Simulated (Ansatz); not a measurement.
This run works on a generated trial structure, not on a known crystal.

Input and command of a plane-wave DFT calculation in Ansatz:

```yaml
crystal:
  lattice:
    - [3.33497846, -4.71637177, 0.0]
    - [3.33497846, 4.71637177, 0.0]
    - [0.0, 0.0, 3.33497846]
  atoms:
    - { symbol: Zr, position: [0.0, 0.0, 0.5] }
    - { symbol: Al, position: [0.0, 0.5, 0.0] }
    - { symbol: Al, position: [0.5, 0.5, 0.5] }
    - { symbol: Al, position: [0.5, 0.0, 0.0] }
    - { symbol: "N", position: [0.25, 0.25, 0.0] }
    - { symbol: "N", position: [0.25, 0.75, 0.5] }
    - { symbol: "N", position: [0.75, 0.25, 0.5] }
    - { symbol: "N", position: [0.75, 0.75, 0.0] }
basis:
  ecutwfc: 420
kpoints:
  mp_grid: { grid: [4, 4, 6] }
hamiltonian:
  xc: pbe
scf:
  occupations: { method: gaussian, width: 0.1 }
  lower_state_search: "off"
output:
  forces: true
  stress: true
  eigenvalues: true
relax:
  adjacent_minimum: "off"
  f_tol: 0.04
  max_steps: 70
  cell: { stress_tol: 0.4 }
```

```bash
ansatz run input.yaml --threads 1 --pin off --max-ram 2560MiB --backend cpu --events-out ev --progress --plain --runs-dir out
```

Processor: Intel(R) Xeon(R) Processor @ 2.50GHz (Skylake/Cascade Lake), 1 thread, on a host shared with other jobs.

Q: Estimate time, memory and problem size.

A: About 88 s, peak memory 0.44 GiB. It solves 29 bands at 28 k points (after reduction by symmetry) with about 1465 plane waves (on the last cell), in 53 SCF iterations over 9 ionic steps.
